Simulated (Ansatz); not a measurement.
Input:

GaN:
```yaml
crystal:
  lattice:
    - [2.70255, 0.00000, 0.00000]
    - [0.00000, 2.70255, 0.00000]
    - [0.00000, 0.00000, 2.70255]
  atoms:
    - { symbol: Ga, position: [0.00000, 0.00000, 0.00000] }
    - { symbol: N, position: [0.50000, 0.50000, 0.50000] }
```

This is the PBEsol-relaxed structure.

Problem. All from PBEsol (plane waves, PAW; program Ansatz), unless another level is named. Predict the electronic character.

Solution. metallic (no gap).

Problem. Next, the density of states at the Fermi level?

Solution. 0.60 states/eV per atom (mean over ±0.08 eV).

Problem. What about the gap with spin–orbit coupling?

Solution. none (metallic).

Space group Pm-3m (CsCl type). The cell is a constructed one: a structure type filled with these elements; neither database checked (COD, Materials Project) lists it. It is not the phase usual at ambient conditions (space group No. 186, 216). Symmetry was held in the PBEsol relaxation. At this level the phase is dynamically unstable (imaginary phonons). Spin–orbit coupling is left out wherever it is not named.

Potentials: the earlier of the program's two PAW sets. The files were generated under PBE; for other functionals the program regenerates the frozen cores, and for LDA and PBEsol the local potential too.
